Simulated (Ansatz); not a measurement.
Hf:
```yaml
crystal:
  lattice:
    - [-2.78347, 2.78347, 1.50515]
    - [2.78347, -2.78347, 1.50515]
    - [2.78347, 2.78347, -1.50515]
  atoms:
    - { symbol: Hf, position: [0.75000, 0.25000, 0.50000] }
    - { symbol: Hf, position: [0.00000, 0.00000, 0.00000] }
```

Relaxed with PBE. Special points in fractions of this cell's reciprocal vectors: Γ (0.000, 0.000, 0.000); X (0.000, 0.000, 0.500); M (-0.500, 0.500, 0.500); Z (0.323, 0.323, -0.323); Z0 (-0.323, 0.677, 0.323); P (0.250, 0.250, 0.250); N (0.000, 0.500, 0.000).

Question: List the band energies nearest the Fermi level at these points for PBE (plane waves, PAW; program Ansatz).

Answer: In eV from the Fermi level; about four levels below and three above (degenerate sets whole), none deeper than 8.9 eV; points with the same levels are listed once.

```json
[
 {"k": "Γ", "below": "-6.71 -2.85 -0.98 -0.98", "above": "0.26 3.91 3.91"},
 {"k": "X", "below": "-3.70 -3.70 -0.44 -0.44", "above": "0.89 0.89 2.29 2.29"},
 {"k": "M", "below": "-3.22 -3.22", "above": "0.17 0.17 0.22 0.22"},
 {"k": "Z", "below": "-1.59 -1.59 -1.06 -0.77", "above": "0.15 1.51 2.49 2.49"},
 {"k": "P", "below": "-1.86 -1.86 -1.85 -1.85", "above": "1.64 1.64 3.88 3.88"},
 {"k": "N", "below": "-2.79 -2.14 -0.96 -0.21", "above": "0.67 1.80 1.86"}
]
```

Space group I4_1/amd (β-Sn type). A made-up cell: these elements were put on the sites of a structure type; neither database checked (COD, Materials Project) lists it. It is not the phase usual at ambient conditions (space group No. 194). The cell was relaxed with PBE under the symmetry of its start. At this level the phase is dynamically unstable (imaginary phonons). The run is not spin-polarised. Scalar-relativistic: spin–orbit coupling is off unless named, which matters more the heavier the elements.

Potentials: the later of the program's two PAW sets.
